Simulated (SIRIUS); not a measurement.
Consider a self-consistent single point of a (001) slab of AlCr2C (cut from a parent of space group no. 194; 8 atoms in the cell).

```
CELL_PARAMETERS angstrom
      2.82510     0.00000     0.00000
     -1.41255     2.44661     0.00000
      0.00000     0.00000    20.52290
ATOMIC_POSITIONS crystal
  Al 0.66667 0.33333 0.24363
  Al 0.33333 0.66667 0.55064
  Cr 0.33333 0.66667 0.34491
  Cr 0.66667 0.33333 0.44937
  Cr 0.66667 0.33333 0.65192
  Cr 0.33333 0.66667 0.75637
  C  0.00000 0.00000 0.39714
  C  0.00000 0.00000 0.70220
```

Level of theory: PBEsol, PseudoDojo 0.4 standard norm-conserving PBEsol (tails mended) pseudopotentials (plane waves; SIRIUS).

SIRIUS settings:

- parameters.ngridk = 7 7 1
- parameters.xc_functionals = [XC_GGA_X_PBE_SOL, XC_GGA_C_PBE_SOL]
- parameters.gk_cutoff = 9.695 1/bohr
- parameters.pw_cutoff = 19.391 1/bohr
- parameters.smearing = cold
- parameters.smearing_width = 0.00999582 Ha
- potentials = PseudoDojo 0.4 standard norm-conserving PBEsol (tails mended) pseudopotentials
- parameters.electronic_structure_method = pseudopotential
- parameters.num_bands = 42
- parameters.num_mag_dims = 0
- parameters.num_dft_iter = 100
- parameters.energy_tol = 1e-07 Ha
- parameters.density_tol = 1e-06
- mixer.type = anderson
- mixer.beta = 0.3
- mixer.use_hartree = true

Results:

```
Property                                                  Result
------------------------------------------------  --------------
Number of valence electrons                                   70
Number of bands                                               42
Number of k-points after the program's reduction               8
Number of plane waves (most at a k-point)                  14765
Number of SCF iterations                                      33
FFT grid                                           36 × 36 × 243
Free energy E − TS                                -10129.2371 eV
Fermi level (on the code's own zero)                     7.67 eV
Pressure averaged over the cell with its vacuum        -3.53 GPa
Largest force (vector length)                         1.358 eV/Å
```

Forces (eV/Å):
| atom | Fx | Fy | Fz |
|---|---|---|---|
| Al1 | 0.000 | 0.000 | 0.036 |
| Al2 | 0.000 | 0.000 | -0.071 |
| Cr3 | 0.000 | 0.000 | 0.198 |
| Cr4 | 0.000 | 0.000 | -0.261 |
| Cr5 | 0.000 | 0.000 | 0.065 |
| Cr6 | 0.000 | 0.000 | -1.354 |
| C7 | 0.000 | 0.000 | 0.029 |
| C8 | 0.000 | 0.000 | 1.358 |

For comparison: a first run was changed to give this one (atom 8 moved by -0.04 angstrom along z), and from it to this one the free energy rises by 5.1 meV/atom and the largest force goes from 1.007 to 1.358 eV/Å.

The run has no spin polarisation, so moments on Cr cannot form. Forces above 1 eV/Å remain at this geometry. No dipole correction was used; where the two faces of such a cut differ, images can couple through a dipole. The bare cut can leave dangling bonds, and the run has no spin polarisation, so a lower magnetic or reconstructed surface may exist. No clean gap shows at this smearing width and mesh (spacing up to 0.37 Å⁻¹); the mesh is coarse for partly filled bands, so the values carry mesh errors.

Cost on one core: very roughly 3 core-minutes.

“Tails mended”: in these copies of the files the far tail of each local potential was reset to the Coulomb form.
